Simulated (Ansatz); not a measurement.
RuSb₂ (space group Pnnm)

```xyz
6
Lattice="5.9572 0.0000 0.0000 0.0000 6.6633 0.0000 0.0000 0.0000 3.1762" Properties=species:S:1:pos:R:3 pbc="T T T"
Sb     1.0853     2.3811     0.0000
Sb     4.8719     4.2822     0.0000
Sb     4.0639     0.9505     1.5881
Sb     1.8933     5.7128     1.5881
Ru     0.0000     0.0000     0.0000
Ru     2.9786     3.3317     1.5881
```

E(V) scan at fixed shape, V₀ the volume above. The atoms relax within the cell's symmetry.

Level of theory: PBEsol (plane waves to 420 eV, PAW, scalar-relativistic; Ansatz, an electronic-structure program). k mesh 8×7×15 (Γ-centred), Fermi-Dirac smearing 0.05 eV. E stands for the smeared free energy. Stress and pressure are positive under compression. At this level the bands of RuSb2 touch or barely overlap; measurements give the solid a gap. RuSb2 is run without spin polarisation. RuSb2 was relaxed with its symmetry unable to fall. Spin-orbit coupling is left out, though Sb is heavy. The zero of ΔE is the relaxed starting cell.

Problem. Estimate the ΔE (meV/atom) and P (GPa) for V/V₀ = 0.940, 0.950, 0.960, 0.980, 0.990, 1.020, 1.030, 1.040.

Solution. 
```tsv
V/V₀	ΔE (meV/atom)	P (GPa)
0.940	35	9.6
0.950	24	7.7
0.960	15	6.0
0.980	4	2.8
0.990	1	1.4
1.020	3	-2.5
1.030	7	-3.7
1.040	13	-4.7
```

(Under strain, the slope of the energy per volume gives the stress and its curvature an elastic modulus.)
